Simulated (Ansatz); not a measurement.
Ru:
Space group P6₃/mmc (No. 194); a = 2.692 Å, b = 2.692 Å, c = 8.643 Å, α = 90.00°, β = 90.00°, γ = 120.00°

```tsv
atom	site	symmetry	x	y	z
Ru	2a	-3m.	0.0000	0.0000	0.0000
Ru	2d	-6m2	0.6667	0.3333	0.2500
```

Relaxed at zero pressure with plane-wave PAW r²SCAN (Ansatz code).

### Question
The volume is lowered by 9 % and shape and atoms relax at that volume. What pressure results, and how do the axes share the change?

### Answer
39.4 GPa; a -3.2 %, b -3.2 %, c -3.0 %; the energy rises by 137 meV/atom.

### Question
Give the new structure.

### Answer

Space group P6₃/mmc (No. 194); a = b = 2.6071 Å, c = 8.3876 Å, α = β = 90.00°, γ = 120.00°

```csv
atom,site,symmetry,x,y,z
Ru,2a,-3m.,0.0000,0.0000,0.0000
Ru,2d,-6m2,0.6667,0.3333,0.2500
```

The phase is kept; no other phase was compared at this pressure.

Space group P6_3/mmc (dhcp (α-La type)). The start of the workflow was typed in or built on a structure type. Its sites differ from those of the usual phase in this space group: another stacking or structure type. The r²SCAN relaxation kept the symmetry of its start; whether a distortion lowers the energy is not shown. No spin polarisation was allowed. Axis ratios of metals converge slowly with the k-mesh, so a and c are less sure than the volume.

Potentials: the earlier of the program's two PAW sets.
